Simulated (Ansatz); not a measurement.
YSi$_{2}$:
```cif
data_Si2Y
_chemical_formula_sum 'Y1 Si2'
_space_group_name_H-M_alt 'P6/mmm'
_space_group_IT_number 191
_space_group_name_Hall '-P 6 2'
_cell_length_a 4.07024
_cell_length_b 4.07024
_cell_length_c 4.00069
_cell_angle_alpha 90.000
_cell_angle_beta 90.000
_cell_angle_gamma 120.000
loop_
_atom_site_label
_atom_site_type_symbol
_atom_site_symmetry_multiplicity
_atom_site_Wyckoff_symbol
_atom_site_fract_x
_atom_site_fract_y
_atom_site_fract_z
_atom_site_occupancy
Y1 Y 1 a 0.00000 0.00000 0.00000 1
Si1 Si 2 d 0.33333 0.66667 0.50000 1
```

Relaxed at zero pressure with plane-wave PAW r²SCAN (Ansatz code).

**Question.** The volume is lowered by 9 % and shape and atoms relax at that volume. What pressure results, and how do the axes share the change?

**Answer.** 10.0 GPa; a -2.4 %, b -2.4 %, c -4.5 %; the energy rises by 50 meV/atom.

**Question.** Give the new structure.

**Answer.** 
Space group P6/mmm (No. 191); a = b = 3.973 Å, c = 3.822 Å, α = β = 90.00°, γ = 120.00°

| atom | site | symmetry | x | y | z |
|---|---|---|---|---|---|
| Y | 1a | 6/mmm | 0.0000 | 0.0000 | 0.0000 |
| Si | 2d | -6m2 | 0.3333 | 0.6667 | 0.5000 |

The phase is kept; no other phase was compared at this pressure.

Its axis ratio c/a = 0.98 departs by over 6 % from that of the usual cell of this phase: another minimum, or an error of the functional. The r²SCAN relaxation kept the symmetry of its start; its stability against distortions is not shown here. No spin polarisation was allowed.

Potentials: the later of the program's two PAW sets.
